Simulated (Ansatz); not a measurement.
BW, in the lowest among the structures calculated here: I4₁/amd, origin choice 1 (No. 141), tI16; a = b = 3.120 Å, c = 16.860 Å, α = β = γ = 90.00°; B 8e (0.000, 0.000, 0.344); W 8e (0.000, 0.000, 0.197). Calculation: PBEsol (plane waves to 420 eV, PAW, scalar-relativistic; Ansatz, an electronic-structure program). Element references, the lowest calculated here: W (Im-3m), B (R-3m).

Total energies (eV/atom, σ → 0; comparable only within this code, potentials and settings):

| phase | E (eV/atom) |
|---|---|
| BW (I4₁/amd) | -5205.046 |
| W (Im-3m) | -10256.563 |
| B (R-3m) | -152.668 |
| B2W (P6₃/mmc) | -3521.017 |
| BW2 (I4/mcm) | -6888.901 |

**Question.** What is the formation energy of this I4₁/amd form of BW from the elements?

**Answer.** E_f = -5205.046 − [1 × (-152.668) + 1 × (-10256.563)] / 2 = -0.43 eV/atom (-0.9 eV per formula unit).

**Question.** Is it stable against the other phases calculated?

**Answer.** Yes: the most favourable decomposition, BW → 0.33 BW2 + 0.33 B2W (B2W P6₃/mmc, BW2 I4/mcm), costs 0.09 eV/atom.

**Question.** Over what range of chemical potentials is BW stable among the phases calculated here? Give the corners of its window as Δμ = μ − μ(element).

**Answer.** 
| in equilibrium with | Δμ(B) (eV) | Δμ(W) (eV) |
|---|---|---|
| B2W | -0.29 | -0.57 |
| BW2 | -0.81 | -0.05 |

At every corner Σ nΔμ equals the formation energy, about -0.9 eV per formula unit; the corners carry the error of several atoms' energies, a few 0.01 eV.

This is the hull of the energies calculated here, no anion corrections; phases that were not calculated are missing from it. Values are rounded to 0.01 eV/atom. Spin-orbit coupling is missing from these energies, which matters for elements this heavy. The compounds carry no spin polarisation.
